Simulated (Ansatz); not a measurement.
CuAu:
```cif
data_AuCu
_chemical_formula_sum 'Cu1 Au1'
_space_group_name_H-M_alt 'P 1'
_space_group_IT_number 1
_cell_length_a 2.87948
_cell_length_b 2.87948
_cell_length_c 3.50449
_cell_angle_alpha 90.000
_cell_angle_beta 90.000
_cell_angle_gamma 90.000
loop_
_space_group_symop_operation_xyz
  'x, y, z'
loop_
_atom_site_label
_atom_site_type_symbol
_atom_site_fract_x
_atom_site_fract_y
_atom_site_fract_z
_atom_site_occupancy
Cu1 Cu 0.50000 0.50000 0.50000 1
Au1 Au 0.00000 0.00000 0.00000 1
```

This is the r²SCAN-relaxed structure.

Question: All from r²SCAN in the plane-wave PAW code Ansatz, unless another level is named. Give the density of states at the Fermi level.

Answer: 0.28 states/eV per atom (mean over ±0.08 eV).

Question: Give the formation energy from the elements (no fitted shifts).

Answer: -0.059 eV/atom.

Space group P4/mmm (L1₀ or tetragonal B2). Its axis ratio c/a = 1.22 departs by over 6 % from that of the usual cell of this phase: another minimum, or an error of the functional. The cell was relaxed with r²SCAN under the symmetry of its start; whether a distortion lowers the energy is not shown. The run is not spin-polarised. The references are the lowest solids computed at this level, not always the standard phases. Spin–orbit coupling is left out wherever it is not named.

Potentials: the earlier of the program's two PAW sets.
